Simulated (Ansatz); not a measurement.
Cell and atoms are relaxed with the symmetry kept. Start:

Space group Pnma (No. 62). a = 6.120 Å, b = 3.060 Å, c = 4.560 Å, α = 90.00°, β = 90.00°, γ = 90.00°
```tsv
atom	site	symmetry	x	y	z
Ti	4c	.m.	0.1770	0.2500	0.1230
B	4c	.m.	0.0290	0.2500	0.6030
```

Method: Ansatz 0.2.0, DFT r2SCAN, scalar-relativistic, plane waves, PAW.

Plane waves to 500 eV, a k mesh through Γ of 6×12×8 on the computed 8-atom cell and Gaussian smearing (0.10 eV); no spin polarisation.

Q: What does it relax to?

A: The volume decreases by 0.08 Å³/atom to 10.59 Å³/atom, and the energy falls by 1.8 meV/atom. Final structure:
```cif
data_structure
_symmetry_space_group_name_H-M 'P 1'
_symmetry_Int_Tables_number 1
_cell_length_a 6.1030
_cell_length_b 3.0469
_cell_length_c 4.5574
_cell_angle_alpha 90.000
_cell_angle_beta 90.000
_cell_angle_gamma 90.000
_cell_volume 84.75
loop_
_atom_site_label
_atom_site_type_symbol
_atom_site_fract_x
_atom_site_fract_y
_atom_site_fract_z
_atom_site_occupancy
Ti1 Ti 0.17763 0.25000 0.12248 1
Ti2 Ti 0.82237 0.75000 0.87752 1
Ti3 Ti 0.32237 0.75000 0.62248 1
Ti4 Ti 0.67763 0.25000 0.37752 1
B1 B 0.03008 0.25000 0.59946 1
B2 B 0.96992 0.75000 0.40054 1
B3 B 0.46992 0.75000 0.09946 1
B4 B 0.53008 0.25000 0.90054 1
```

Course of the relaxation (steps run on the plane waves of an earlier cell, and the basis is chosen afresh near the end, so energy and pressure can step there; trial steps that raised the energy were taken back; energies are free energies):

```
step E − E_final (meV/atom) largest force component (eV/Å) P (GPa) V (Å³/atom)
   1                     1.8                           0.247    -1.92        10.67
   2                     0.4                           0.139    -0.03        10.59
   3                     0.0                           0.031     0.08        10.59
   4                     0.0                           0.024    -0.18        10.60
   5                     0.0                           0.002    -0.01        10.59
   6                     0.0                           0.000     0.00        10.59
   7                     0.0                           0.000     0.00        10.59
```

Cost: 1 run of about 12 core-minutes, on Intel Xeon Processor @ 2.50GHz (Skylake/Cascade Lake) (shared hosts).